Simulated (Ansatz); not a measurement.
Mn3Sn:
```cif
data_Mn12Sn4
_chemical_formula_sum 'Mn12 Sn4'
_space_group_name_H-M_alt 'P 1'
_space_group_IT_number 1
_cell_length_a 5.38767
_cell_length_b 5.38767
_cell_length_c 8.50864
_cell_angle_alpha 90.000
_cell_angle_beta 90.000
_cell_angle_gamma 120.000
loop_
_space_group_symop_operation_xyz
  'x, y, z'
loop_
_atom_site_label
_atom_site_type_symbol
_atom_site_fract_x
_atom_site_fract_y
_atom_site_fract_z
_atom_site_occupancy
Mn1 Mn 0.84919 0.69838 0.86952 1
Mn2 Mn 0.15081 0.84919 0.13048 1
Mn3 Mn 0.30162 0.15081 0.86952 1
Mn4 Mn 0.15081 0.30162 0.13048 1
Mn5 Mn 0.84919 0.15081 0.86952 1
Mn6 Mn 0.69838 0.84919 0.13048 1
Sn1 Sn 0.33333 0.66667 0.88127 1
Sn2 Sn 0.66667 0.33333 0.11873 1
Mn7 Mn 0.84919 0.69838 0.36952 1
Mn8 Mn 0.15081 0.84919 0.63048 1
Mn9 Mn 0.30162 0.15081 0.36952 1
Mn10 Mn 0.15081 0.30162 0.63048 1
Mn11 Mn 0.84919 0.15081 0.36952 1
Mn12 Mn 0.69838 0.84919 0.63048 1
Sn3 Sn 0.33333 0.66667 0.38127 1
Sn4 Sn 0.66667 0.33333 0.61873 1
```
The run is spin-polarised; directions of the spins, atom by atom: ↑ ↑ ↑ ↑ ↑ ↑ 0 0 ↓ ↓ ↓ ↓ ↓ ↓ 0 0.

Relaxed with PBEsol.

### Question
Which orbitals make up the states near the Fermi level in DFT-PBEsol in the program Ansatz with PAW potentials?

### Answer
Within 0.5 eV of the Fermi level: Mn 3d 89 %. Projections are on Löwdin-orthogonalised atomic valence shells; empty p or d shells of many metals are not among them.

### Question
Tabulate the density of states.

### Answer
States/eV per cell of 16 atoms, in 0.25 eV bins, energy from the Fermi level.

```tsv
E (eV)	total	Mn 3d	Sn 5p	Mn 4s
-7.85	0.60	0.18	0.01	0.01
-7.60	0.00	0.00	0.00	0.00
-7.35	0.00	0.00	0.00	0.00
-7.10	0.00	0.00	0.00	0.00
-6.85	0.22	0.01	0.09	0.11
-6.60	0.66	0.05	0.27	0.31
-6.35	1.08	0.10	0.43	0.47
-6.10	3.08	0.39	1.38	1.06
-5.85	5.98	0.95	2.71	1.78
-5.60	4.08	0.82	1.84	1.04
-5.35	5.33	1.36	2.38	1.15
-5.10	7.65	2.42	3.23	1.44
-4.85	5.30	1.86	2.13	0.90
-4.60	4.72	1.84	1.81	0.74
-4.35	6.89	3.51	2.07	0.91
-4.10	9.54	5.70	2.15	1.27
-3.85	15.05	9.88	2.82	1.82
-3.60	15.32	10.01	3.38	1.45
-3.35	14.94	9.86	3.54	1.09
-3.10	15.26	11.07	2.87	0.88
-2.85	20.99	16.86	2.26	1.26
-2.60	22.31	18.84	1.73	0.99
-2.35	19.17	16.26	1.76	0.47
-2.10	20.37	17.58	1.64	0.43
-1.85	18.51	16.37	1.05	0.44
-1.60	26.22	23.84	1.08	0.45
-1.35	19.38	17.48	0.98	0.40
-1.10	28.25	25.90	1.03	0.48
-0.85	26.53	24.72	0.65	0.37
-0.60	28.16	25.66	0.96	0.52
-0.35	15.82	14.08	0.67	0.40
-0.10	7.86	6.84	0.49	0.19
0.15	17.79	15.61	1.06	0.38
0.40	16.78	15.37	0.64	0.30
0.65	20.75	19.01	0.77	0.40
0.90	23.38	21.12	1.00	0.51
1.15	25.60	23.31	0.76	0.66
1.40	18.73	16.97	0.49	0.53
1.65	22.59	20.34	0.91	0.51
1.90	12.13	9.90	1.13	0.35
2.15	9.38	7.12	1.11	0.37
2.40	10.35	7.25	1.74	0.43
2.65	9.42	5.98	1.98	0.53
2.90	6.72	3.62	1.65	0.57
3.15	4.59	2.17	1.32	0.45
3.40	5.01	2.02	1.55	0.53
3.65	3.16	1.09	0.89	0.51
3.90	5.30	1.53	1.09	1.27
4.15	5.83	1.39	1.18	1.50
4.40	4.01	0.94	0.94	0.96
4.65	5.01	1.21	1.46	1.08
```

Space group P-3m1. The workflow started from an entry of the Crystallography Open Database (COD); the relaxed space group is not among those it files for this formula. COD files the formula under space group No. 194. Whether it is the stable phase at ambient conditions was not checked. The cell was relaxed with PBEsol under the symmetry of its start, as lowered by the spin order; whether a distortion lowers the energy is not shown. Magnetic state: antiferromagnetic, chosen from 5 collinear starts compared on coarse meshes (ties went to the first, and starts can fall back to one state), not a proven ground state. The volume moved by -15 % from the start of the relaxation. Its formation energy is positive at this level, so the cell may be metastable or incomplete. The volume fell by over 15 % from the filed cell, which may lack light atoms or belong to other conditions. Spin–orbit coupling is left out wherever it is not named.

Potentials: the earlier of the program's two PAW sets. The files were generated under PBE; for other functionals the program regenerates the frozen cores, and for LDA and PBEsol the local potential too.
